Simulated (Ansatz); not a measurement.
Space group I4/mmm (No. 139). a = 5.241 Å, b = 5.241 Å, c = 9.583 Å, α = 90.00°, β = 90.00°, γ = 90.00°
| atom | site | symmetry | x | y | z |
| --- | --- | --- | --- | --- | --- |
| Ta | 4e | 4mm | 0.0000 | 0.0000 | 0.1966 |
| O | 2a | 4/mmm | 0.0000 | 0.0000 | 0.0000 |
| O | 8f | ..2/m | 0.7500 | 0.2500 | 0.2500 |

Equation of state of this Ta2O5 structure (not necessarily the ground state), with shape and atoms relaxed at each volume where symmetry leaves them free. Theory: DFT PBEsol, scalar-relativistic, plane waves, PAW (Ansatz).

Plane waves to 420 eV, a k mesh through Γ of 8×8×8 on the computed 7-atom cell and Gaussian smearing (0.02 eV); no spin polarisation.

| V (Å³/atom) | E − E(largest V) (meV/atom) | P (GPa) | gap on mesh (eV) |
| --- | --- | --- | --- |
| 17.672 | 4.64 | 9.81 | 1.83 |
| 18.236 | -20.87 | 4.78 | 1.72 |
| 18.800 | -29.04 | 0.00 | 1.64 |
| 19.364 | -21.48 | -4.23 | 1.57 |
| 19.928 | 0.00 | -7.91 | 1.50 |

Question: Fit a third-order Birch–Murnaghan equation to E(V).

Answer: V0 = 18.80 Å³/atom, B0 = 148 GPa, B0' = 2.6.

Spin-orbit coupling is left out, which matters for the bands of heavy elements.

The gaps are read on the mesh, which can miss the band edges, so they can be too wide.